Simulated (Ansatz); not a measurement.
The relaxed structure here is a generated cell of WS2: the first start was made by placing the elements on the sites of a structure type, and the end was not matched to a known phase here, so it may be hypothetical. Known forms of WS2 include space group No. 194.

One starting cell of WS2 (a generated trial cell of WS2 in the marcasite structure type) was relaxed twice with Ansatz (plane waves, PAW, scalar-relativistic): with r2SCAN at 500 eV and with PBE at 420 eV. The r2SCAN result:

WS2 has the orthorhombic space group Pnnm (No. 58), Pearson symbol oP6. Lattice parameters: a = 5.4118 Å, b = 5.9947 Å, c = 3.1910 Å, α = 90.00°, β = 90.00°, γ = 90.00°. W on 2a is surrounded by 6 S at 2.382–2.396 Å (octahedral). S on 4g is coordinated by 3 W at 2.382–2.396 Å. (Neighbours: up to the widest gap in distance over summed covalent radii, below 1.35, at either atom; cation-cation and far metal-metal contacts left out.)

```tsv
quantity	r2SCAN	PBE
space group	Pnnm	Pnnm
volume (Å³/atom)	17.25	17.27
a (Å)	5.412	5.412
b (Å)	5.995	6.029
c (Å)	3.191	3.176
gap (eV, no spin-orbit coupling)	0.00	0.00
```

Both levels end in the same structure; PBE's volume is within 0.5 % of r2SCAN's. Neither column is exact.

No spin polarisation in the result.

The run could not lose the symmetry of its start; a randomly shaken copy of 12 atoms returns to this structure.

Ansatz is a quantum-chemistry and plane-wave program.
